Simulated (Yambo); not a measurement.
## How GW settings move the gap: SiO2

G0W0@PBEsol for SiO2 (α-quartz, space group P3_121, No. 152) in Yambo. Reference settings: 3×3×4 Γ-centred k mesh, 213 bands and a 8 Ry block in the screening, 213 bands in G with the Bruneval-Gonze terminator, plasmon pole fitted at 27.2 eV. The PBEsol gap K → Γ on this mesh is 5.87 eV; G0W0 gaps are taken between the same points.

```
change from the reference     G0W0 gap K → Γ (eV)  shift of the valence edge (eV)        rough Yambo cost
----------------------------  -------------------  ------------------------------  ----------------------
reference settings                           8.77                           -1.81                       1
80 bands in W, 80 bands in G                 8.86                           -1.63               about 1/3
80 bands in G                                8.78                           -1.81                       –
2 Ry block                                   8.98                           -2.10               about 1/2
7 Ry block                                   8.69                           -1.77  within a factor of two
no random integration                        8.71                           -1.70                       –
3×3×2 mesh                                   8.76                           -1.78               about 1/3
80 bands in G, no terminator                 8.46                           -1.14                       –
```

The reference isn't shown to be the converged limit. Costs are rough (shared machines), scaled to the same edge states, and given only for runs that recompute the screening.

Geometry of the Materials Project entry, not relaxed at this level; primitive cell a = b = 4.9150 Å, c = 5.4313 Å, α = β = 90.00°, γ = 120.00°.

A shift is the quasiparticle energy of the state minus its PBEsol energy.
